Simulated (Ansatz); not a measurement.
As (A7 (α-As type)), relaxed and computed with several functionals in Ansatz (plane waves, PAW).

```tsv
functional	a (Å)	c (Å)	V (Å³/atom)
PBEsol	3.782	10.100	20.86
PBE+D3(BJ)	3.784	10.109	20.89
LDA	___	___	___
```

Q: Complete the blanks.

A: 
- LDA, a (Å): 3.760
- LDA, c (Å): 9.987
- LDA, V (Å³/atom): 20.38

All cells were relaxed under the symmetry of their starts (and spin orders); stability against distortions was not tested throughout. Spin–orbit coupling is left out wherever it is not named.

Potentials: the earlier of the program's two PAW sets. The files were generated under PBE; for other functionals the program regenerates the frozen cores, and for LDA and PBEsol the local potential too.

Ansatz (a program for electronic structure) is a plane-wave DFT program.
